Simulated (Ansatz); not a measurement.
A geometry of TiO₂ away from equilibrium: step 2 of the relaxation of a relaxed TiO2 cell, doubled along one cell vector, shaken by Gaussian noise of σ = 0.08 Å a coordinate. Method: PBE (plane waves to 420 eV, PAW, scalar-relativistic; Ansatz, a first-principles code). Γ-centred k-mesh 5×9×4 on the run's cell (coarser than for final values), Fermi–Dirac smearing 0.05 eV.

```xyz
6
Lattice="5.9093 0.0424 0.0329 -1.4590 2.6066 -0.0214 0.0306 -0.0283 5.5483" Properties=species:S:1:pos:R:3:forces:R:3 pbc="T T T" free_energy=-7276.529 pressure_GPa=1.8
Ti    -0.0819     0.0391    -0.0500    0.5147    0.1856    0.8135
Ti     2.9271     0.0268    -0.0823   -0.5059   -0.4306    0.3807
O      0.0121     1.7232     0.9041   -0.4245   -0.1896   -0.3589
O      2.8893     1.8034     0.9103    0.8245   -0.2076    0.1960
O      1.5551     0.8224     4.5105   -1.0175    0.2442   -0.1565
O      4.4125     0.8574     4.5869    0.6087    0.3980   -0.8748
```

Positions in Å, forces in eV/Å, free energy of the cell in eV (comparable only within this code, potentials and settings). Largest force: 1.14 eV/Å, on O6 (atoms numbered as listed); the geometry lies 0.03 eV/atom above the end of its relaxation.

No spin polarisation in the result. Without a van der Waals term the distances between weakly bound units are poorly fixed.

The end of the path is a generated cell of TiO2: the first start was made by placing the elements on the sites of a structure type, and the end was not matched to a known phase here, so it may be hypothetical. Known forms of TiO2 include space group No. 61, 136, 141.
